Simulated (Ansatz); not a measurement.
The calculation used DFT PBE, scalar-relativistic, plane waves, PAW in Ansatz 0.2.0. All cells share a 420 eV cutoff and Γ-centred k meshes spaced at most about 0.3 Å⁻¹ (about 0.25 or finer for metals, 2π included). No spin polarisation in the final relaxations.

All energies are static (0 K, no zero-point motion). All come from trial cells, and lower structures may exist.

Question: Order these relaxed structures of TaC5 by energy, lowest first, with the energy over the lowest of them.
1.

```cif
data_structure
_symmetry_space_group_name_H-M 'R32:H'
_symmetry_Int_Tables_number 155
_cell_length_a 4.4847
_cell_length_b 4.4847
_cell_length_c 10.4940
_cell_angle_alpha 90.000
_cell_angle_beta 90.000
_cell_angle_gamma 120.000
_cell_volume 182.78
loop_
_atom_site_label
_atom_site_type_symbol
_atom_site_symmetry_multiplicity
_atom_site_Wyckoff_symbol
_atom_site_fract_x
_atom_site_fract_y
_atom_site_fract_z
_atom_site_occupancy
Ta1 Ta 3 a 0.00000 0.00000 0.00000 1
C1 C 6 c 0.33333 0.66667 0.46474 1
C2 C 9 e 0.33333 0.30369 0.16667 1
```

2.

```cif
data_structure
_symmetry_space_group_name_H-M 'C222'
_symmetry_Int_Tables_number 21
_cell_length_a 4.5715
_cell_length_b 8.2464
_cell_length_c 3.2616
_cell_angle_alpha 90.000
_cell_angle_beta 90.000
_cell_angle_gamma 90.000
_cell_volume 122.96
loop_
_atom_site_label
_atom_site_type_symbol
_atom_site_symmetry_multiplicity
_atom_site_Wyckoff_symbol
_atom_site_fract_x
_atom_site_fract_y
_atom_site_fract_z
_atom_site_occupancy
Ta1 Ta 2 b 0.50000 0.00000 0.00000 1
C1 C 4 g 0.00000 0.16738 0.00000 1
C2 C 4 k 0.25000 0.25000 0.15045 1
C3 C 2 a 0.00000 0.00000 0.00000 1
```

Answer: 2 (0 meV/atom), 1 (87 meV/atom). Forms: 2 C222; 1 R32. Counting C atoms around Ta (those within 1.25 times the shortest such distance or 1.15 times the sum of covalent radii, 1.27 where that leaves under three; a plus sign parts nearer from farther groups): cell 2 has Ta 6+6; cell 1 has Ta 8. Cell 2 and cell 1 both hold C–C nets. Even the lowest lies +1.30 eV/atom against the elements.

Spin–orbit coupling, which can matter for Ta, is left out. A magnetic state wasn't ruled out in cells without spin, among them C222, R32. Cells relaxed within their symmetry can be saddle points. Some types were kept out of the candidates beforehand, so the set may lack a known form.
